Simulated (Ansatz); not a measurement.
Given:

SnPt$_{3}$C:
Space group Pm-3m (No. 221); a = b = c = 4.2339 Å, α = β = γ = 90.00°

```csv
atom,site,symmetry,x,y,z
Sn,1a,m-3m,0.0000,0.0000,0.0000
Pt,3c,4/mm.m,0.0000,0.5000,0.5000
C,1b,m-3m,0.5000,0.5000,0.5000
```

This is the PBEsol-relaxed structure.

Question: All from PBEsol (plane waves, PAW; program Ansatz), unless another level is named. Estimate the electronic character.

Answer: metallic (no gap).

Question: Predict the formation energy from the elements (no fitted shifts).

Answer: 31 kJ/mol of atoms.

Question: Give the density of states at the Fermi level.

Answer: 0.67 states/eV per atom (mean over ±0.08 eV).

Question: What about the gap with spin–orbit coupling?

Answer: none (metallic).

The start of the workflow was typed in or built on a structure type; neither database checked (COD, Materials Project) lists it. Its standing as an ambient phase is unchecked. The PBEsol relaxation kept the symmetry of its start. At this level the phase is dynamically unstable (imaginary phonons). The run is not spin-polarised. Its formation energy is positive at this level, so the cell may be metastable or incomplete. The references are the lowest solids computed at this level, not always the standard phases. Spin–orbit coupling is left out wherever it is not named.

Potentials: the earlier of the program's two PAW sets. The files were generated under PBE; for other functionals the program regenerates the frozen cores, and for LDA and PBEsol the local potential too.
